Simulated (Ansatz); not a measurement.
V (Im-3m), stationary points along a deformation path

The calculation used Ansatz 0.2.0, DFT PBEsol, scalar-relativistic, plane waves, PAW. The runs took a 420 eV cutoff, a Γ-centred 24×24×24 mesh and Gaussian smearing (0.15 eV). No spin polarisation. Energies are free energies at this smearing, counted from the undisturbed cell; pressure is positive in compression.

The undisturbed cell (as given, not relaxed at this level; it stands at -11.7 GPa):

```
V
1.0
    -1.51300    1.51300    1.51300
     1.51300   -1.51300    1.51300
     1.51300    1.51300   -1.51300
V
1
Direct
  0.00000 0.00000 0.00000
```

At fixed volume and fractional coordinates, lengths along (0.577, 0.577, 0.577) are scaled against those across it; ρ is that ratio over its starting value. V = 13.854 Å³/atom. Δσ is the stress along the axis less the mean stress across it (compression positive).

```
    ρ  ΔE (meV/atom)  Δσ (GPa) space group
0.500         3126.6    298.68         R-3m
0.600          999.8    127.00         R-3m
0.710          229.9     44.66         R-3m
0.850           12.2      4.52         R-3m
1.000            0.0      0.00        Im-3m
1.200           51.8    -11.95         R-3m
1.410          268.1    -34.11         R-3m
1.700          664.9    -33.02         R-3m
2.000          850.3      0.00        Pm-3m
```

Q: How does the stress give the slope of the energy, and where is the energy stationary?

A: Along the path d ln(length) is 2/3 d ln ρ on the axis and −1/3 d ln ρ across it, so dE/d ln ρ = −(2/3) V Δσ: the energy falls with ρ where Δσ is positive. Δσ vanishes or changes sign at ρ = 1.000 (Im-3m), a minimum at 0.0 meV/atom; at ρ = 2.000 (Pm-3m, an end of the scan), at 850.3 meV/atom. Pairs of stationary points between two samples would go unseen, and could change a minimum read from distant neighbours into a maximum. At ρ = 1.000, 2.000 the cell is cubic, where symmetry alone makes the stress isotropic and the slope zero.

In a metal these slopes depend on the k mesh and the smearing.